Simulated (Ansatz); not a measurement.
# WAu and the effect of spin-orbit coupling

The cell as given:

```cif
data_structure
_symmetry_space_group_name_H-M 'F-43m'
_symmetry_Int_Tables_number 216
_cell_length_a 5.8184
_cell_length_b 5.8184
_cell_length_c 5.8184
_cell_angle_alpha 90.000
_cell_angle_beta 90.000
_cell_angle_gamma 90.000
_cell_volume 196.98
loop_
_atom_site_label
_atom_site_type_symbol
_atom_site_symmetry_multiplicity
_atom_site_Wyckoff_symbol
_atom_site_fract_x
_atom_site_fract_y
_atom_site_fract_z
_atom_site_occupancy
W1 W 4 a 0.00000 0.00000 0.00000 1
Au1 Au 4 c 0.25000 0.25000 0.25000 1
```

The cell comes from a database or a generator and needn't be the stable form of this composition.

Kept alike: task relaxation of cell and atoms; functional LDA; k mesh 6 × 6 × 6; occupations fermi-dirac, width 0.05 eV. Program: Ansatz, Ansatz PAW, cutoff 420 eV. The mesh is that of the run's cell of 2 atoms.

| spin-orbit coupling | volume (Å³/atom) |
| --- | --- |
| off | 23.233 |
| on | 23.157 |

The relaxations keep at least the cell's symmetry (F-43m). For a metal such a mesh leaves the last digits unconverged. Relaxations stop with a little pressure left, so the last digits of a volume or edge aren't settled. All rows use potentials made for PBE.

What does spin-orbit coupling change here?

The volume runs from 23.157 (on) to 23.233 Å³/atom (off).
